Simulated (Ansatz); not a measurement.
Input and command of a plane-wave DFT calculation in Ansatz:

```yaml
crystal:
  lattice:
    - [3.2095339604, 0.0, 0.0]
    - [-1.6047669802, 2.779537944, 0.0]
    - [0.0, 0.0, 5.268]
  atoms:
    - { symbol: Sc, position: [0.3333333333, 0.6666666667, 0.25] }
    - { symbol: Sc, position: [0.6666666667, 0.3333333333, 0.75] }
basis:
  ecutwfc: 420
kpoints:
  mp_grid: { grid: [18, 18, 10] }
hamiltonian:
  xc: pbesol
scf:
  occupations: { method: gaussian, width: 0.15 }
output:
  forces: true
  stress: true
  eigenvalues: true
```

```bash
ansatz run input.yaml --threads 1 --pin off --max-ram 2560MiB --backend cpu --events-out ev --progress --plain --runs-dir out
```

Processor: Arm Neoverse V1, 1 thread, on a host shared with other jobs.

**Question.** How long does it run, and how much memory does it take?

**Answer.** About 6.5 s on 1 thread of Arm Neoverse V1, with other jobs on the host, peak memory 0.4 GiB. It solves 15 bands at 222 k points (the mesh reduced by symmetry) with about 941 plane waves, in 6 SCF iterations.
